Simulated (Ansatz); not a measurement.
Input file for Ansatz (a first-principles code):

Ansatz 0.2 input:
```yaml
crystal:
  lattice:
    - [0.0, 2.2829648063, 2.2829648063]
    - [2.2829648063, 0.0, 2.2829648063]
    - [2.2829648063, 2.2829648063, 0.0]
  atoms:
    - { symbol: Os, position: [0.0, 0.0, 0.0] }
    - { symbol: C, position: [0.25, 0.25, 0.25] }
kpoints:
  mp_grid: { grid: [8, 8, 8] }
hamiltonian:
  xc: hse06
  pseudopotentials: { azcp: { folder: ./paw }, kind: paw }
scf:
  n_extra_bands: 6
  occupations: { method: fixed }
output:
  eigenvalues: true
  eigenstates:
    e_range: [-9.0, 8.1]
    kpoints:
      - [0.0, 0.5, 0.5]  # VBM
      - [-0.101562, -0.052083, 0.447917]  # CBM
      - [0.0, 0.0, 0.0]  # GAMMA
      - [0.5, 0.0, 0.5]  # X
      - [0.5, 0.5, 0.5]  # L
      - [0.5, 0.25, 0.75]  # W
      - [0.375, 0.375, 0.75]  # K
      - [0.625, 0.25, 0.625]  # U
```

Output (shortened):

```
Pseudopotential: Os, paw, valence charge 16
Pseudopotential: C, paw, valence charge 4
Functional definition: HSE06
davidson cushion auto → on  (no smearing: the cushion is to keep the highest requested band from converging to the state above it …
Crystal: 2 atoms, lattice volume = 23.797 Å³
Basis set: ecut = 420 eV, 459 PW (Γ)
Bands: 16, of which v1, the nominal top of the filled ones, is band 10 counted from 1 (9 counted from 0)
Symmetry: 24 space group operations
Space group: F-43m (ITA 216), of the structure as read, at distance tolerance 2.9e-5 Å
k-points: 29 of 512 (time reversal used)
SCF iter   1: F=—  HF=-11636.304379 eV  |F-HF|=—  |Δ(HF+E_count)|=         —  Δρ=1.14e-1  dr2=3.69e0  ethr=1.00e-1  ⟨swp⟩=5.3  Hψ=1497  notcnv=0
WARN: iter 1: σ=0 fill of 10 bands saw a band overlap (occupied 18.0602 eV > unoccupied 17.9181 eV) — on an unconverged iterate often a transient of an (band_overlap_at_count)
preconditioner: auto → none
SCF iter   2: F=—  HF=-11635.904978 eV  |F-HF|=—  |Δ(HF+E_count)|=   3.99e-1  Δρ=8.89e-2  dr2=2.21e0  ethr=1.85e-2  ⟨swp⟩=3.0  Hψ=1213  notcnv=0
iter 3 solved again at ethr=2.60e-4 eV; its pass at ethr=1.10e-2 eV (dr2=5.21e-2 eV) is discarded
SCF iter   3: F=—  HF=-11635.403563 eV  |F-HF|=—  |Δ(HF+E_count)|=   5.01e-1  Δρ=2.25e-2  dr2=5.28e-2  ethr=2.60e-4  ⟨swp⟩=2.9  Hψ=2171  notcnv=0
SCF iter   4: F=—  HF=-11635.398479 eV  |F-HF|=—  |Δ(HF+E_count)|=   5.08e-3  Δρ=6.55e-3  dr2=3.10e-3  ethr=2.60e-4  ⟨swp⟩=2.0  Hψ=1044  notcnv=0
SCF iter   5: F=—  HF=-11635.398938 eV  |F-HF|=—  |Δ(HF+E_count)|=   4.59e-4  Δρ=6.50e-4  dr2=3.41e-5  ethr=1.55e-5  ⟨swp⟩=3.0  Hψ=1119  notcnv=0
SCF iter   6: F=-11635.398957 eV  HF=-11635.398959 eV  |F-HF|=1.34e-6  |Δ(HF+E_count)|=   2.03e-5  Δρ=8.84e-5  dr2=1.66e-6  ethr=1.70e-7  ⟨swp⟩=3.0  Hψ=1289  notcnv=0
SCF 1 stopped early in 6 iterations: F = -11635.398957 eV  dr2 = 1.66e-6
Crystal: 2 atoms, lattice volume = 23.797 Å³
Exchange kernel: α = 0.2500, screened, ω = 0.2079 Å⁻¹, Wigner–Seitz truncation, v(0) = 1046.8376 eV·Å³, q-mesh 8×8×8, nearest image of the exchange supercell L …
Frozen-core exchange: fock
SCF iter   1: F=—  HF=-11636.610730 eV  |F-HF|=—  |Δ(HF+E_count)|=         —  Δρ=1.29e-2  dr2=3.03e-2  ethr=8.32e-8  ⟨swp⟩=6.9  Hψ=2612  notcnv=0
preconditioner: auto → none
SCF iter   2: F=—  HF=-11636.601664 eV  |F-HF|=—  |Δ(HF+E_count)|=   9.07e-3  Δρ=2.53e-3  dr2=2.51e-3  ethr=8.32e-8  ⟨swp⟩=5.0  Hψ=2020  notcnv=0
SCF iter   3: F=—  HF=-11636.610858 eV  |F-HF|=—  |Δ(HF+E_count)|=   9.19e-3  Δρ=1.94e-3  dr2=3.89e-4  ethr=8.32e-8  ⟨swp⟩=4.0  Hψ=1827  notcnv=0
SCF iter   4: F=—  HF=-11636.611157 eV  |F-HF|=—  |Δ(HF+E_count)|=   2.99e-4  Δρ=7.15e-4  dr2=5.71e-5  ethr=8.32e-8  ⟨swp⟩=3.4  Hψ=1520  notcnv=0
SCF iter   5: F=-11636.611137 eV  HF=-11636.611139 eV  |F-HF|=2.13e-6  |Δ(HF+E_count)|=   1.82e-5  Δρ=1.46e-4  dr2=8.34e-6  ethr=8.32e-8  ⟨swp⟩=3.0  Hψ=1278  notcnv=0
SCF 2 stopped early in 5 iterations: F = -11636.611137 eV  dr2 = 8.34e-6
hybrid outer 1: dexx = +1.191e-2 eV, tail = 3.78e-5 eV
Crystal: 2 atoms, lattice volume = 23.797 Å³
Exchange kernel: α = 0.2500, screened, ω = 0.2079 Å⁻¹, Wigner–Seitz truncation, v(0) = 1046.8376 eV·Å³, q-mesh 8×8×8, nearest image of the exchange supercell L …
Frozen-core exchange: fock
SCF iter   1: F=—  HF=-11636.611143 eV  |F-HF|=—  |Δ(HF+E_count)|=         —  Δρ=1.57e-4  dr2=2.01e-6  ethr=9.45e-7  ⟨swp⟩=3.0  Hψ=1135  notcnv=0
preconditioner: auto → none
iter 2 solved again at ethr=4.78e-10 eV; its pass at ethr=9.03e-9 eV (dr2=9.56e-8 eV) is discarded
SCF iter   2: F=—  HF=-11636.611142 eV  |F-HF|=—  |Δ(HF+E_count)|=   4.86e-7  Δρ=4.19e-5  dr2=2.76e-7  ethr=4.78e-10  ⟨swp⟩=2.0  Hψ=2229  notcnv=0
SCF iter   3: F=-11636.611143 eV  HF=-11636.611143 eV  |F-HF|=1.88e-8  |Δ(HF+E_count)|=   7.86e-7  Δρ=1.59e-5  dr2=3.31e-8  ethr=4.78e-10  ⟨swp⟩=3.1  Hψ=1262  notcnv=0
SCF 3 converged in 3 iterations: F = -11636.611143 eV  dr2 = 3.31e-8
hybrid outer 2: dexx = +1.342e-6 eV, tail = 9.49e-8 eV, Δε = 4.60e-3 eV (about 2.51e-4 eV left of the loop's levels)
NSCF: frozen V_eff on 8 k-points
hybrid SCF converged: 2 outer / 8 inner (+6 warm-up), last move |dexx| = 1.34e-6 eV, tail = 9.49e-8 eV
Stability not checked (fock_operator)
Free energy (F): -11636.611143 eV
Frozen-core exchange: fock
Harris-Foulkes:  -11636.611143 eV  (|F-HF|=1.88e-8)
Internal energy: -11636.611143 eV  (E = F + TS)
E sigma→0 (E₀):  -11636.611143 eV
Fermi energy:    17.234525 eV
--- Per-component energies (eV) ---
  E_band       = -192.905664
  E_kinetic    = 579.542726
  E_local      = -1365.411776  (includes V_loc(G=0)·N_el)
  E_nonlocal   = 222.620857
  E_hartree    = 486.069541
  E_xc         = -224.130728
  E_vxc        = -241.083086  (∫ρ·V_xc dr)
  E_exx        = -59.889678  (= α·E_x^exact, valence–valence)
  E_paw        = -9144.679953  (= ΣΔE_a)
  E_vpaw       = -240.930013  (= ΣTr[D̂ρ^β])
  E_aug_tail   = 0.000513  (compensation charges beyond the density's cutoff)
  E_ewald      = -2128.333033
  E_core_change = -2.399611  (= ΣΔE_core)
  E_smearing   =  0.000000  (= −TS)
  E_closure    =  0.000000  (closes the sum)
  Σ components = -11636.611143   (vs F -11636.611143, Δ=0.00e0)
  [band-id]    e_kinetic+e_local+e_nonlocal+2·e_hartree+e_vxc+2·e_exx+e_vpaw+e_augmentation_tail = -192.901056   (vs E_band -192.905664, Δ=4.61e-3)
--- Band table (eV; the first three rows and the last of 29) ---
  k-point 0: bands = ["-72.6993", "-30.7460", "-30.7460", "-30.7460", "1.6068", "10.3103", "10.3103", "10.3103", "15.6172", "15.6172", "21.7232", "25.9726", "25.9726", "25.9726", "33.1706", "33.1706"]
  k-point 1: bands = ["-72.6978", "-30.7841", "-30.7525", "-30.7525", "1.9284", "10.1227", "10.4775", "10.4775", "15.5234", "15.5234", "22.3908", "25.3391", "25.9872", "25.9872", "30.8229", "33.2204"]
  k-point 2: bands = ["-72.6943", "-30.8753", "-30.7681", "-30.7681", "2.7136", "9.9458", "10.8144", "10.8144", "15.5702", "15.5702", "22.2377", "25.1441", "25.3625", "25.3625", "28.2119", "33.8093"]
  k-point 28: bands = ["-72.6860", "-30.9356", "-30.9134", "-30.8530", "4.5451", "10.0615", "11.7383", "13.1251", "15.0641", "16.2488", "17.8972", "20.6962", "22.6893", "30.7614", "31.5473", "31.8281"]
```

Cost: around 100 core-seconds (rough) on shared cores.

The points marked VBM and CBM come from a semilocal run.

The start of the workflow was typed in or built on a structure type; neither database checked (COD, Materials Project) lists it. Its standing as an ambient phase is unchecked. The PBEsol relaxation kept the symmetry of its start. At this level the phase is mechanically unstable. The run is not spin-polarised. Its formation energy is positive at this level, so the cell may be metastable or incomplete. Scalar-relativistic: spin–orbit coupling is off unless named, which matters more the heavier the elements.

Potentials: the earlier of the program's two PAW sets. The files were generated under PBE; for other functionals the program regenerates the frozen cores, and for LDA and PBEsol the local potential too.

Ansatz is a plane-wave DFT program.
